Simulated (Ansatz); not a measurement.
NaTcO4 in space group I4_1/a (No. 88; Tc on 4a, Na on 4b, O on 16f), r²SCAN (plane waves, PAW; program Ansatz). The conduction-band minimum lies at Γ, with 1 equivalent valley. Second derivatives d²E/dk² of the lowest band at one valley (eV·Å²), along Cartesian directions:

| direction | d²E/dk² |
|---|---|
| [100] | 3.697 |
| [010] | 3.697 |
| [001] | 1.223 |
| [110] | 3.698 |
| [101] | 2.460 |
| [011] | 2.460 |

Question: Find the principal effective masses, the density-of-states mass and the conductivity mass.

Answer: Off-diagonal terms follow from H_xy = H[110] − (H_xx + H_yy)/2, and m*/mₑ = 7.620 eV·Å² over each eigenvalue: 2.1, 2.1, 6.2. One valley's DOS mass (m₁m₂m₃)^(1/3) = 3.0, conductivity mass 3/(Σ 1/mᵢ) = 2.7 mₑ.

Question: What effective density of states Nc follows at 300 K for parabolic valleys?

Answer: Nc = 2.509e19 × 1 × (3.0)^(3/2) ≈ 1.3e20 cm⁻³.

The workflow started from an entry of the Crystallography Open Database (COD, 296 K). Whether it is the stable phase at ambient conditions was not checked. Symmetry was held in the r²SCAN relaxation; whether a distortion lowers the energy is not shown. No spin polarisation was allowed. Spin–orbit coupling is left out wherever it is not named.

Potentials: the later of the program's two PAW sets (Tc and Pm come from another file).

Edges and masses are those of Kohn–Sham bands, whose gap is no quasiparticle gap.
